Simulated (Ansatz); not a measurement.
**InP (zinc blende), frozen-phonon scan**

Relaxed InP (zinc blende):

```xyz
4
Lattice="0.0000 5.9073 5.9073 2.9537 2.9537 5.9073 2.9537 2.9537 0.0000" Properties=species:S:1:pos:R:3 pbc="T T T"
P      4.4305     4.4305     4.4305
P      4.4305     7.3841     7.3841
In     0.0000     0.0000     0.0000
In     2.9537     5.9073     2.9537
```

The atoms are displaced by Q × the pattern below (from a DFPT mode at X = (0.5, 0.5, 0.0), largest move 1; Q in Å), at fixed cell. (q is in reciprocal vectors of the primitive cell; the cell shown is doubled to hold the pattern.)

```
atom      x      y       z
----  -----  -----  ------
P1    0.000  0.000  -1.000
P2    0.000  0.000   1.000
```

Atoms not listed stay in place.

Calculation: r2SCAN (plane waves to 500 eV, PAW, scalar-relativistic; Ansatz, a quantum-chemistry and plane-wave program). k mesh 10×10×10 (Γ-centred), Fermi-Dirac smearing 0.05 eV. The energy includes the smearing's −TS. Compression counts positive. InP was relaxed with its symmetry unable to fall. The PAW data are Ansatz's earlier set. The zero of ΔE is the undisplaced structure.

```
Q (Å)   ΔE (meV/cell)  −dE/dQ from forces (eV/Å)  P (GPa)
------  -------------  -------------------------  -------
-0.180            384                      4.233     1.11
-0.150            267                      3.543     0.78
-0.120            171                      2.845     0.50
-0.090             96                      2.139     0.29
-0.060             43                      1.429     0.13
-0.030             11                      0.715     0.04
0.000               0                      0.000     0.01
0.030              11                     -0.715     0.04
0.060              43                     -1.429     0.13
0.090              96                     -2.139     0.29
0.120             171                     -2.845     0.50
0.150             267                     -3.543     0.78
0.180             384                     -4.233     1.11
```

Derived quantities:

The energy at Q = 0.180 Å comes out as 384 meV/cell. Space group of the distorted cell: P-4m2 (No. 115), lowered from F-43m. Symmetry of the curve: even: the same for both signs. Shape of the curve: a single well with its minimum at or next to zero displacement. Harmonic wavenumber from the curvature (finite differences): 324 cm⁻¹. Wavenumber by perturbation theory (DFPT, on another k mesh): 324 cm⁻¹.

(For displaced atoms, the force is minus the slope of the energy, and its curvature is a force constant, which sets phonon frequencies.)
